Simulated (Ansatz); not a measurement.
HfO$_{2}$:
```cif
data_Hf4O8
_chemical_formula_sum 'Hf4 O8'
_space_group_name_H-M_alt 'Fm-3m'
_space_group_IT_number 225
_space_group_name_Hall '-F 4 2 3'
_cell_length_a 5.04451
_cell_length_b 5.04451
_cell_length_c 5.04451
_cell_angle_alpha 90.000
_cell_angle_beta 90.000
_cell_angle_gamma 90.000
loop_
_atom_site_label
_atom_site_type_symbol
_atom_site_symmetry_multiplicity
_atom_site_Wyckoff_symbol
_atom_site_fract_x
_atom_site_fract_y
_atom_site_fract_z
_atom_site_occupancy
Hf1 Hf 4 a 0.00000 0.00000 0.00000 1
O1 O 8 c 0.25000 0.25000 0.25000 1
```
(The calculation used a cell of 3 atoms; values per cell refer to that cell.)

Relaxed with PBEsol. Plane-wave PAW PBEsol (Ansatz code) gives a gap of 3.69 eV.

Question: What gap does HSE06 give on the same cell (Ansatz, PAW)?

Answer: 5.43 eV, 1.75 eV more. The hybrid was solved on a coarser mesh and at special points; its gap is the smallest among all of these.

```
k  v1 PBEsol  c1 PBEsol    v1 HSE06    c1 HSE06
-  ---------  ---------  ----------  ----------
Γ      -0.63       3.81  (withheld)  (withheld)
X       0.00       3.69        0.00        5.43
L      -1.88       4.56  (withheld)  (withheld)
W      -0.21       4.77  (withheld)  (withheld)
K      -0.35       4.25  (withheld)  (withheld)
```

Question: Top valence (v1) and lowest conduction level (c1) in eV from each method's valence maximum (which need not be a listed point): supply the withheld HSE06 values.

Answer: 
- Γ, v1 HSE06: -0.68
- Γ, c1 HSE06: 5.60
- L, v1 HSE06: -2.03
- L, c1 HSE06: 6.40
- W, v1 HSE06: -0.23
- W, c1 HSE06: 6.54
- K, v1 HSE06: -0.37
- K, c1 HSE06: 6.01

Cost on shared cores: the PBEsol run (SCF on a 9×9×9 mesh, then bands and DOS) about 4 core-seconds (a rough figure), the HSE06 run (SCF on 7×7×7, then a few points) around 60 core-seconds (rough); the tasks are unlike.

This is a known high-temperature phase of the composition, computed here at zero pressure and temperature. Symmetry was held in the PBEsol relaxation; whether a distortion lowers the energy is not shown. No spin polarisation was allowed. Scalar-relativistic: spin–orbit coupling is off unless named, which matters more the heavier the elements.

Potentials: the earlier of the program's two PAW sets.
